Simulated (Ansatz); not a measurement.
# Re, first-principles data

Re:
```yaml
crystal:
  lattice:
    - [2.75123, 0.00000, 0.00000]
    - [-1.37562, 2.38264, 0.00000]
    - [0.00000, 0.00000, 8.87516]
  atoms:
    - { symbol: Re, position: [0.00000, 0.00000, 0.00000] }
    - { symbol: Re, position: [0.00000, 0.00000, 0.50000] }
    - { symbol: Re, position: [0.33333, 0.66667, 0.25000] }
    - { symbol: Re, position: [0.66667, 0.33333, 0.75000] }
```

Space group P6_3/mmc (No. 194), dhcp (α-La type); conventional cell a = 2.7512 Å, b = 2.7512 Å, c = 8.8752 Å, α = 90.00°, β = 90.00°, γ = 120.00°.

Method: PBEsol in the plane-wave PAW code Ansatz. Geometry: relaxed at this level of theory. Other levels are named where they apply.

### Cell and energy

- Volume per atom: 14.54 Å³
- Density: 21.26 g/cm³

### Electronic structure

Electronic character: metallic (no gap)
Density of states at the Fermi level: 0.69 states/eV per atom (mean over ±0.08 eV)
Gap with spin–orbit coupling: none (metallic)

### Mechanics

- Bulk modulus (Birch–Murnaghan fit): 390 GPa
- Pressure derivative B′: 4.4
- Elastic constants (relaxed ions, GPa): C11 = 667, C12 = 280, C13 = 227, C33 = 717, C44 = 184
- Mechanical stability: stable (all eigenvalues of C positive)
- Hill bulk and shear moduli: 391 and 199 GPa
- Young's modulus: 511 GPa
- Poisson's ratio: 0.28
- Debye temperature from the elastic constants: 416 K

### Phonons

Highest zone-centre frequency: 178 cm⁻¹
Zone-centre stability: no imaginary mode at Γ

The workflow started from a Materials Project entry (that database holds measured and hypothetical structures alike). Its sites differ from those of the usual phase in this space group: another stacking or structure type. The cell was relaxed with PBEsol under the symmetry of its start. The run is not spin-polarised. As this level gives no gap, shear constants depend on the k-mesh and smearing (Fermi–Dirac, 0.1 eV here). As this level gives no gap, phonon frequencies hold no LO–TO term and depend on the k-mesh and smearing (Fermi–Dirac, 0.1 eV here). Axis ratios of metals converge slowly with the k-mesh, so a and c are less sure than the volume. On the denser mesh and wider smearing of the elastic run this cell carries a stress of 0.5 GPa. Scalar-relativistic: spin–orbit coupling is off unless named, which matters more the heavier the elements.

Potentials: the earlier of the program's two PAW sets. The files were generated under PBE; for other functionals the program regenerates the frozen cores, and for LDA and PBEsol the local potential too.
